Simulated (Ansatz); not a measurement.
**A film clamped to a substrate in AlNi**

These are results of DFT PBEsol, scalar-relativistic, plane waves, PAW (Ansatz), not measurements. The runs took a 420 eV cutoff, a Γ-centred 20×20×20 mesh and Gaussian smearing (0.15 eV). No spin polarisation. A magnetic state may lie lower. Energies are free energies at this smearing, counted from the undisturbed cell; pressure is positive in compression.

Reference structure (relaxed at this level; it needn't be the usual structure):

```yaml
crystal:
  lattice:
    - [2.86217, 0.00000, 0.00000]
    - [0.00000, 2.86217, 0.00000]
    - [0.00000, 0.00000, 2.86217]
  atoms:
    - { symbol: Al, position: [0.00000, 0.00000, 0.00000] }
    - { symbol: Ni, position: [0.50000, 0.50000, 0.50000] }
```

The cell (2 atoms, V0 = 23.45 Å³) is strained by p along both x and y and by q along z, fractional coordinates fixed. τp = (1/V0) ∂E/∂p = (σxx + σyy)(1 + p)(1 + q) and τq = (1/V0) ∂E/∂q = σzz(1 + p)², with tension positive.

| p | q | ΔE (meV/atom) | τp (GPa) | τq (GPa) |
| --- | --- | --- | --- | --- |
| 0.000 | 0.000 | 0.00 | -0.05 | -0.02 |
| -0.025 | 0.000 | 18.23 | -20.53 | -8.03 |
| 0.025 | 0.000 | 15.88 | 16.84 | 6.79 |
| 0.000 | -0.025 | 5.50 | -7.67 | -6.18 |
| 0.000 | 0.025 | 4.79 | 7.10 | 5.07 |

Get the second derivatives of the energy density.

Central differences give A = ∂τp/∂p = 747 GPa (C11 + C22 + 2 C12), C = ∂τq/∂q = 225 GPa (C33) and the cross term B = ∂τq/∂p = 296 GPa (C13 + C23); ∂τp/∂q = 295 GPa must equal B, and any difference shows higher-order terms. The ions are clamped. In a cubic crystal C11 = C = 225, C12 = B/2 = 148 GPa and A should be 2(C11 + C12) = 747 GPa; the bulk modulus is (C11 + 2 C12)/3 = 174 GPa.

A film of this crystal grows with z along the normal on a substrate that imposes p. How does its thickness respond, and what does the misfit cost?

Count p and q from the stress-free cell. A free surface needs τq = 0, so q = −(B/C) p = -1.32 p. The energy density left is (A − B²/C) p²/2 = M p², with the biaxial modulus M = 179 GPa; a misfit of 1 % costs 1.31 meV/atom, against 2.73 meV/atom if the thickness were held.

In a metal these slopes depend on the k mesh and the smearing.

Cost: 25 runs of about 4.1 core-minutes in all, on Arm Neoverse V2 (shared hosts).